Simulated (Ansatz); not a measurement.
NbInO$_{4}$:
```yaml
crystal:
  lattice:
    - [4.85859, 0.00000, 0.00000]
    - [0.00000, 5.79756, 0.00000]
    - [-0.09132, 0.00000, 5.15250]
  atoms:
    - { symbol: Nb, position: [0.00000, 0.82175, 0.75000] }
    - { symbol: Nb, position: [0.00000, 0.17825, 0.25000] }
    - { symbol: In, position: [0.50000, 0.31884, 0.75000] }
    - { symbol: In, position: [0.50000, 0.68116, 0.25000] }
    - { symbol: O, position: [0.25965, 0.38121, 0.40151] }
    - { symbol: O, position: [0.74035, 0.61879, 0.59849] }
    - { symbol: O, position: [0.74035, 0.38121, 0.09849] }
    - { symbol: O, position: [0.25965, 0.61879, 0.90151] }
    - { symbol: O, position: [0.21487, 0.89736, 0.43851] }
    - { symbol: O, position: [0.78513, 0.10264, 0.56149] }
    - { symbol: O, position: [0.78513, 0.89736, 0.06149] }
    - { symbol: O, position: [0.21487, 0.10264, 0.93851] }
```

Relaxed with r²SCAN. Independent-particle spectrum: no excitons, no local fields, no scissors shift; 0.1 eV broadening; ε₁ of the summed bands alone.

Tabulate the dielectric function from r²SCAN in the plane-wave PAW code Ansatz.



| E (eV) | ε₁ xx | ε₂ xx | ε₁ yy | ε₂ yy | ε₁ zz | ε₂ zz |
|---|---|---|---|---|---|---|
| 0.0 | 4.96 | 0.00 | 4.56 | 0.00 | 4.90 | 0.00 |
| 0.5 | 4.98 | 0.00 | 4.58 | 0.00 | 4.92 | 0.00 |
| 1.0 | 5.05 | 0.00 | 4.64 | 0.00 | 4.98 | 0.00 |
| 1.5 | 5.18 | 0.00 | 4.73 | 0.00 | 5.09 | 0.00 |
| 2.0 | 5.37 | 0.00 | 4.89 | 0.00 | 5.27 | 0.00 |
| 2.5 | 5.67 | 0.00 | 5.11 | 0.00 | 5.53 | 0.00 |
| 3.0 | 6.13 | 0.00 | 5.46 | 0.00 | 5.94 | 0.00 |
| 3.5 | 6.93 | 0.00 | 6.05 | 0.00 | 6.63 | 0.00 |
| 4.0 | 9.02 | 0.28 | 7.50 | 0.39 | 8.34 | 0.60 |
| 4.5 | 10.90 | 4.00 | 9.20 | 1.92 | 9.11 | 2.92 |
| 5.0 | 7.76 | 10.70 | 7.08 | 7.24 | 8.48 | 5.83 |
| 5.5 | 1.64 | 7.40 | 3.82 | 5.75 | 6.37 | 7.72 |
| 6.0 | 2.07 | 5.34 | 3.63 | 4.83 | 1.75 | 7.43 |
| 6.5 | 1.22 | 4.35 | 2.81 | 4.76 | 1.73 | 5.54 |
| 7.0 | 1.89 | 3.42 | 2.26 | 4.61 | 2.29 | 4.39 |
| 7.5 | 2.30 | 3.14 | 1.80 | 3.38 | 2.16 | 3.63 |
| 8.0 | 2.13 | 3.40 | 2.50 | 3.18 | 2.10 | 4.48 |
| 8.5 | 2.07 | 3.87 | 2.96 | 4.07 | 1.80 | 4.64 |
| 9.0 | 1.60 | 3.79 | 1.86 | 4.31 | 1.36 | 4.29 |
| 9.5 | 1.64 | 3.96 | 1.58 | 3.99 | 1.13 | 5.30 |
| 10.0 | 1.19 | 4.25 | 1.18 | 5.14 | -0.33 | 3.64 |
| 10.5 | 0.34 | 4.42 | -0.17 | 3.28 | 0.07 | 3.12 |
| 11.0 | -0.69 | 2.98 | 0.16 | 2.86 | -0.04 | 2.99 |
| 11.5 | -0.37 | 2.48 | 0.02 | 2.61 | -0.31 | 2.46 |
| 12.0 | -0.24 | 1.99 | 0.09 | 2.21 | -0.10 | 2.16 |

From ε at 5.3 eV (xx: 3.06 + 9.82i), find n, k, the normal reflectivity and the absorption coefficient.

n = 2.58, k = 1.901, R = 37 %, α = 2kE/ħc = 1000000 cm⁻¹.

With all bands, ε∞ without local fields is 5.20 (xx), 4.80 (yy), 5.13 (zz).

Space group P2/c. The workflow started from a Materials Project entry (that database holds measured and hypothetical structures alike); the Crystallography Open Database files this formula in space group No. 13, but the cells were not matched. Whether it is the stable phase at ambient conditions was not checked. Symmetry was held in the r²SCAN relaxation; its stability against distortions is not shown here. The run is not spin-polarised. Scalar-relativistic: spin–orbit coupling is off unless named, which matters more the heavier the elements.

Potentials: the later of the program's two PAW sets.
